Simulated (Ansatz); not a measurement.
An elastic tensor (GPa, Voigt order, standard axes) from DFT-LDA in the program Ansatz with PAW potentials:

```
 422   142   138   0.0   0.0   0.0
 142   534  51.5   0.0   0.0   0.0
 138  51.5   353   0.0   0.0   0.0
 0.0   0.0   0.0  96.8   0.0   0.0
 0.0   0.0   0.0   0.0   196   0.0
 0.0   0.0   0.0   0.0   0.0   178
```

**Question.** Pick the material that matches.
(A) P2Ru, Pnnm (P on 4g, Ru on 2a)
(B) SnSe, Pnma (Sn on 4c, Se on 4c)
(C) BN, Pnma (B on 4c, N on 4c)
(D) SnSe, Pnma (Se on 4c, Sn on 4c)

**Answer.** A, P2Ru, Pnnm (P on 4g, Ru on 2a)

The workflow started from a Materials Project entry (that database holds measured and hypothetical structures alike); the Crystallography Open Database files this formula in space group No. 58, but the cells were not matched. Whether it is the stable phase at ambient conditions was not checked. The cell was relaxed with LDA under the symmetry of its start; its stability against distortions is not shown here. The run is not spin-polarised.

Potentials: the later of the program's two PAW sets.
